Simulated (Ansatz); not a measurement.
What moves the field gradients of SiO2?

Cell of run 1: a structure deposited in the COD.

Space group P4_12_12 (No. 92); a = 4.9709, c = 6.9278 Å.

| site | Wyckoff | site symmetry | x | y | z |
| --- | --- | --- | --- | --- | --- |
| Si | 4a | ..2 | 0.3005 | 0.3005 | 0.0000 |
| O | 8b | 1 | 0.2392 | 0.1037 | 0.1786 |

One atom of each set is listed.

Relaxed positions (PBE, cell held):

Si (0.3055, 0.3055, 0.0000)
O (0.2365, 0.1168, 0.1852)

All runs are DFT with Ansatz 0.2.0 (plane waves and PAW, scalar-relativistic unless spin–orbit coupling is named, Γ-centred meshes, Fermi–Dirac smearing where given) in this cell.

Run 1: PBE, atoms as given; 420 eV, 5×5×4 k-points, smearing 0.02 eV.
Run 2: PBE, atoms relaxed; 420 eV, 5×5×4 k-points, smearing 0.02 eV.
Run 3: r2SCAN, at the relaxed atoms; 500 eV, 5×5×4 k-points, smearing 0.02 eV.

| run | Si V_zz (η) | O V_zz (η) |
| --- | --- | --- |
| 1 | -0.54 (0.96) | 9.08 (0.14) |
| 2 | -0.40 (0.87) | 9.44 (0.19) |
| 3 | ? | ? |

V_zz in 10²¹ V/m².

Question: Estimate the row of run 3.

Answer: Si: -0.40 (0.81); O: 9.32 (0.19). It lies nearest to run 2, from whose tensors on these sites it differs by 0.13 at most (largest principal value of the difference, on O). Taken one at a time, the positions of the atoms (as given or relaxed) move the tensors on these sites by up to 0.52 (largest principal value of the change, on O), the functional (r2SCAN with its higher cutoff) by 0.13 (O).

In runs 1, 3 the atoms aren't at the calculated equilibrium (largest force 0.50, 0.29 eV/Å). The cell isn't the equilibrium one in run 1 (calculated pressure 8 GPa), and the entry's cell may itself be off.
